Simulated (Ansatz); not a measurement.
SnRu$_{3}$C (anti-perovskite, space group No. 221), r²SCAN (plane waves, PAW; program Ansatz), all energies at zero smearing, with the estimated change up to a 700 eV cutoff added, with one set of potentials and settings (totals compare only within such a set). Cell of 5 atoms (1 Sn, 3 Ru, 1 C): -23962.332 eV.

```csv
element,reference phase,E (eV/atom)
Sn,"Fd-3m, 2 atoms in the cell",-6038.7047
Ru,"P6_3/mmc, 2 atoms in the cell",-5890.7404
C,"P6_3/mmc, 4 atoms in the cell",-251.6688
```

Formation energy per atom, worked out: (-23962.332 − 1×(-6038.7047) − 3×(-5890.7404) − 1×(-251.6688))/5 = 0.053 eV/atom (5 kJ per mol of atoms), at 0 K, without zero-point energy or fitted corrections.

Space group Pm-3m (anti-perovskite). The start of the workflow was typed in or built on a structure type; neither database checked (COD, Materials Project) lists it. Whether it is the stable phase at ambient conditions was not checked. The r²SCAN relaxation kept the symmetry of its start; its stability against distortions is not shown here. No spin polarisation was allowed. The references are the lowest solids computed at this level, not always the standard phases. Spin–orbit coupling is left out wherever it is not named.

Potentials: the earlier of the program's two PAW sets.
